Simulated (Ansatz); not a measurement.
# NiSi2 (fluorite type, space group Fm-3m), scan of one atom of the cell

NiSi$_{2}$ (fluorite type, space group Fm-3m)

```
NiSi2
1.0
    0.00000     2.69495     2.69495
    2.69495     0.00000     2.69495
    2.69495     2.69495     0.00000
Ni Si
1 2
Direct
  0.00000   0.00000   0.00000
  0.25000   0.25000   0.25000
  0.75000   0.75000   0.75000
```

In each cell atom 3 (Si, nearest neighbour Ni at 2.334 Å; its periodic images, 3.8 Å or more away, move with it) moves by s·(0.577, 0.577, 0.577) (towards the nearest neighbour), the rest being held.

Level of theory: PBEsol (plane waves to 420 eV, PAW, scalar-relativistic; Ansatz, a program for electronic structure). k mesh 12×12×12 (Γ-centred), Fermi-Dirac smearing 0.05 eV. E stands for the smeared free energy. Stress and pressure are positive under compression. With partly filled bands, energies and forces of such displacements shift with the k mesh and the smearing. F∥ is the force on the atom along that direction. On this mesh the relaxed cell isn't quite at rest: it carries a pressure of -0.1 GPa (compression positive) at the zero of the scan. NiSi2 is run without spin polarisation. NiSi2 was relaxed with its symmetry unable to fall. ΔE is measured from the undisplaced structure.

```csv
s (Å),ΔE (meV/cell),P (GPa),F∥ (eV/Å)
-0.230,185,2.4,1.481
-0.184,122,1.6,1.248
-0.138,70,0.9,0.979
-0.092,32,0.4,0.681
-0.046,8,0.0,0.354
0.000,0,-0.1,0.000
0.046,9,0.0,-0.393
0.092,37,0.4,-0.837
0.138,87,1.1,-1.342
0.184,161,2.0,-1.916
0.230,264,3.4,-2.571
```

Derived quantities:

The energy at s = 0.230 Å comes out as 264 meV/cell. The force along the line at s = -0.230 Å comes out as 1.48 eV/Å and the force constant k = d²E/ds² at s = 0 (finite differences) comes out as 8.08 eV/Å². Symmetry of the curve: not even: the positive side lies higher at ±0.230 Å. Shape of the curve: a single well with its minimum at or next to zero displacement. Harmonic estimate at the end of the scan: ½ks² = 214 meV/cell against the computed 264 meV/cell, so the well is stiffer than harmonic there.

(For displaced atoms, the force is minus the slope of the energy, and its curvature is a force constant, which sets phonon frequencies.)
